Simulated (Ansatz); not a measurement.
Relaxed-ion elastic tensor of Rb2InAgF6 in space group Fm-3m (No. 225; Rb on 8c, In on 4a, Ag on 4b, F on 24e) in GPa (Voigt order), plane-wave PAW LDA (Ansatz code); density 5.10 g/cm³, 16.53 Å³ per atom.

```json
[
 {"": "1", "1": "102", "2": "42.7", "3": "42.7", "4": "0.0", "5": "0.0", "6": "0.0"},
 {"": "2", "1": "42.7", "2": "102", "3": "42.7", "4": "0.0", "5": "0.0", "6": "0.0"},
 {"": "3", "1": "42.7", "2": "42.7", "3": "102", "4": "0.0", "5": "0.0", "6": "0.0"},
 {"": "4", "1": "0.0", "2": "0.0", "3": "0.0", "4": "8.1", "5": "0.0", "6": "0.0"},
 {"": "5", "1": "0.0", "2": "0.0", "3": "0.0", "4": "0.0", "5": "8.1", "6": "0.0"},
 {"": "6", "1": "0.0", "2": "0.0", "3": "0.0", "4": "0.0", "5": "0.0", "6": "8.1"}
]
```

Task: Is the crystal mechanically stable?

Result: Yes: the smallest eigenvalue of C is 8.1 GPa.

Task: Work out the Voigt, Reuss and Hill averages.

Result: K_V = 62.6, K_R = 62.6, K_H = 62.6; G_V = 16.8, G_R = 11.5, G_H = 14.2 GPa.

Task: Give Young's modulus, Poisson's ratio, Pugh's ratio and the universal anisotropy index.

Result: E = 9KG/(3K + G) = 39.5 GPa; ν = 0.39; K/G = 4.42 (ductile by the Pugh limit of 1.75); A_U = 5G_V/G_R + K_V/K_R − 6 = 2.33.

Task: Estimate the sound speeds and the Debye temperature.

Result: v_l = √((K + 4G/3)/ρ) = 4000 m/s, v_t = √(G/ρ) = 1670 m/s, mean 1880 m/s; Θ = (h/k)(3n/4πV)^(1/3) v_m = 220 K.

Task: Give the Zener ratio and Young's modulus along [100], [110] and [111].

Result: A = 2C44/(C11 − C12) = 0.27; 1/E = S11 − 2(S11 − S12 − S44/2)Γ with Γ = 0, 1/4, 1/3 gives 77.3, 28.3, 23.4 GPa.

The first step of the workflow began from a Materials Project structure, measured or hypothetical; the Crystallography Open Database copy checked does not list it. Its standing as an ambient phase is unchecked. The LDA relaxation kept the symmetry of its start. At this level the phase is dynamically unstable (imaginary phonons). The run is not spin-polarised.

Potentials: the later of the program's two PAW sets.
